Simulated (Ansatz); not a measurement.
SiC (wurtzite, space group No. 186) under volume change, plane-wave PAW PBEsol (Ansatz code), shape and atoms relaxed at each volume.

```
V (Å³/atom)  E − E(relaxed) (meV/atom)  P (GPa)
-----------  -------------------------  -------
9.409                             67.8    25.18
9.719                             28.6    15.53
10.029                             6.8     7.21
10.339                             0.0     0.02
10.649                             6.1    -6.19
10.960                            23.4   -11.55
11.270                            50.4   -16.17
```

Task: What does a third-order Birch–Murnaghan fit give for V₀, B₀ and B′?

Result: V₀ = 10.34 Å³/atom, B₀ = 222 GPa, B′ = 3.9.

Space group P6_3mc (wurtzite). The PBEsol relaxation kept the symmetry of its start.

Potentials: the later of the program's two PAW sets.
